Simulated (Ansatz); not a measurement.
Polymorphs of LaN, each relaxed with r²SCAN in the plane-wave PAW code Ansatz:

A: zinc blende (F-43m)
a = b = c = 5.605 Å, α = β = γ = 90.00°

| atom | site | symmetry | x | y | z |
|---|---|---|---|---|---|
| N | 4d | -43m | 0.7500 | 0.7500 | 0.7500 |
| La | 4a | -43m | 0.0000 | 0.0000 | 0.0000 |

B: CsCl type (Pm-3m)
a = 3.166 Å, b = 3.166 Å, c = 3.166 Å, α = 90.00°, β = 90.00°, γ = 90.00°

```csv
atom,site,symmetry,x,y,z
La,1a,m-3m,0.0000,0.0000,0.0000
N,1b,m-3m,0.5000,0.5000,0.5000
```

C: Pnma
a = 10.6054 Å, b = 3.7555 Å, c = 3.7539 Å, α = β = γ = 90.00°

| atom | site | symmetry | x | y | z |
|---|---|---|---|---|---|
| La | 4c | .m. | 0.1246 | 0.2500 | 0.2585 |
| N | 4c | .m. | 0.3768 | 0.2500 | 0.2303 |

Task: Put the candidates in order of energy per atom at 0 K, lowest first, for r²SCAN.

Result: C (+0 meV/atom), A (+81 meV/atom), B (+588 meV/atom)

Task: Give each one's gap.

Result: A 1.51 eV; B no gap; C 0.27 eV.

Typed or built starts, not in the databases checked: A; B; C. Unstable at this level: B. All cells were relaxed under the symmetry of their starts (and spin orders); stability against distortions was not tested throughout. Spin–orbit coupling is left out wherever it is not named.

Energies hold the estimated change up to a 700 eV cutoff; steps of a few meV lie near the error of the meshes.

Potentials: the later of the program's two PAW sets.
